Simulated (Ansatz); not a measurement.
Method: Ansatz, DFT PBEsol, scalar-relativistic, plane waves, PAW.

Structure of BW₂:

```
B W
1.0
    -2.76812    2.76812    2.37535
     2.76812   -2.76812    2.37535
     2.76812    2.76812   -2.37535
B W
2 4
Direct
  0.25000 0.25000 0.00000
  0.75000 0.75000 0.00000
  0.66993 0.16993 0.83985
  0.16993 0.33007 0.50000
  0.33007 0.83007 0.16015
  0.83007 0.66993 0.50000
```

Plane waves to 420 eV, a k mesh through Γ of 10×10×10 on the computed 6-atom cell and Gaussian smearing (0.10 eV); no spin polarisation.

Levels along Γ–X–M–Γ–Z | Z0–M | X–P–N–Γ, in eV from the Fermi level, sorted by energy at each point. Points in fractions of the primitive reciprocal vectors: Γ (0.000 0.000 0.000), X (0.000 0.000 0.500), M (-0.500 0.500 0.500), Z (0.434 0.434 -0.434), Z0 (-0.434 0.566 0.434), P (0.250 0.250 0.250), N (0.000 0.500 0.000).
```
point k (1/Å, with 2π) band 29  band 30  band 31  band 32  band 33  band 34  band 35
    Γ             0.000    -1.60    -1.17     0.01     0.81     0.81     1.41     2.44
    -             0.115    -1.56    -1.17     0.00     0.59     0.71     1.63     2.45
    -             0.229    -1.45    -1.11    -0.04     0.25     0.42     1.96     2.51
    -             0.344    -1.30    -0.93    -0.09    -0.05     0.01     2.26     2.59
    -             0.459    -1.11    -0.59    -0.44    -0.26    -0.11     2.37     2.50
    -             0.573    -0.91    -0.86    -0.40    -0.17    -0.05     1.77     2.67
    -             0.688    -1.17    -0.70    -0.47     0.13     0.19     1.11     2.78
    X             0.802    -1.29    -0.59    -0.50     0.33     0.38     0.66     2.81
    -             0.917    -1.23    -0.61    -0.48     0.07     0.30     0.98     2.69
    -             1.032    -1.06    -0.89    -0.24    -0.15     0.09     1.46     2.38
    -             1.146    -1.25    -0.79    -0.50    -0.26     0.41     1.99     2.02
    -             1.261    -1.57    -0.71    -0.60    -0.46     1.06     1.54     1.69
    -             1.376    -1.80    -0.99    -0.87    -0.12     0.76     0.89     1.45
    -             1.490    -1.93    -1.41    -1.01     0.14     0.21     0.25     1.35
    M             1.605    -1.92    -1.86    -1.12    -0.01    -0.01     0.24     1.34
    -             1.767    -1.89    -1.28    -0.89     0.09     0.38     0.49     1.34
    -             1.929    -1.68    -0.95    -0.40    -0.05     1.15     1.37     1.37
    -             2.091    -1.33    -0.90     0.02     0.09     0.10     1.48     2.32
    -             2.253    -1.06    -0.86    -0.76     0.15     0.27     1.65     2.83
    -             2.416    -1.31    -1.14    -0.28     0.02     0.55     1.79     2.80
    -             2.578    -1.52    -1.18     0.00     0.36     0.74     1.70     2.55
    Γ             2.740    -1.60    -1.17     0.01     0.81     0.81     1.41     2.44
    -             2.904    -1.80    -1.31    -0.05     0.97     0.97     1.61     2.13
    -             3.068    -1.60    -1.59    -0.16     1.29     1.29     1.54     1.54
    -             3.232    -1.83    -1.30     0.00     0.59     0.59     1.29     2.06
    -             3.396    -1.94    -1.49    -0.09    -0.09     0.13     0.37     2.27
    -             3.560    -1.79    -1.27    -0.95    -0.60    -0.60     0.47     1.87
    -             3.724    -1.80    -1.67    -0.76    -0.76    -0.13    -0.01     1.24
    Z             3.888    -1.90    -1.35    -0.95    -0.37    -0.37     0.60     0.87
   Z0             3.888    -1.90    -1.35    -0.95    -0.37    -0.37     0.60     0.87
    -             3.913    -1.90    -1.30    -1.11    -0.29    -0.29     0.51     0.98
    -             3.938    -1.90    -1.26    -1.25    -0.22    -0.22     0.44     1.08
    -             3.963    -1.91    -1.41    -1.21    -0.15    -0.15     0.37     1.17
    -             3.988    -1.91    -1.55    -1.17    -0.09    -0.09     0.31     1.24
    -             4.013    -1.92    -1.68    -1.14    -0.04    -0.04     0.27     1.29
    -             4.038    -1.92    -1.79    -1.12    -0.01    -0.01     0.25     1.32
    M             4.062    -1.92    -1.86    -1.12    -0.01    -0.01     0.24     1.34
    X             4.062    -1.29    -0.59    -0.50     0.33     0.38     0.66     2.81
    -             4.157    -1.44    -0.63    -0.49     0.35     0.40     0.84     2.79
    -             4.252    -1.78    -0.77    -0.49     0.41     0.47     1.22     2.72
    -             4.346    -2.03    -1.02    -0.49     0.52     0.65     1.55     2.58
    -             4.440    -2.03    -1.34    -0.48     0.69     0.97     1.50     2.36
    -             4.535    -2.07    -1.66    -0.44     0.91     1.08     1.43     2.09
    -             4.629    -2.12    -1.92    -0.27     0.56     1.17     1.78     1.99
    P             4.724    -2.08    -2.08     0.07     0.07     1.47     1.47     2.62
    -             4.805    -2.09    -2.09     0.10     0.10     1.49     1.49     2.60
    -             4.886    -2.10    -2.10     0.15     0.15     1.57     1.57     2.55
    -             4.967    -2.08    -2.08     0.22     0.22     1.69     1.69     2.51
    -             5.048    -1.99    -1.99     0.27     0.27     1.81     1.81     2.50
    -             5.129    -1.88    -1.88     0.30     0.30     1.90     1.90     2.54
    -             5.210    -1.77    -1.77     0.30     0.30     1.95     1.95     2.57
    N             5.291    -1.73    -1.73     0.29     0.29     1.97     1.97     2.56
    -             5.416    -1.95    -1.50    -0.21     0.90     1.89     1.91     2.21
    -             5.540    -1.97    -1.46    -0.46     1.26     1.70     1.80     2.01
    -             5.665    -1.80    -1.67    -0.43     0.98     1.43     1.84     2.27
    -             5.789    -1.98    -1.58    -0.27     0.73     1.17     1.88     2.29
    -             5.914    -1.79    -1.37    -0.12     0.64     0.96     1.87     2.21
    -             6.038    -1.65    -1.22    -0.02     0.72     0.85     1.59     2.36
    Γ             6.163    -1.60    -1.17     0.01     0.81     0.81     1.41     2.44
```

Spin-orbit coupling is left out, which matters for the bands of heavy elements.

Cost: 1 run of about 2 core-minutes, on Intel Xeon Platinum 8375C (Ice Lake) (shared hosts).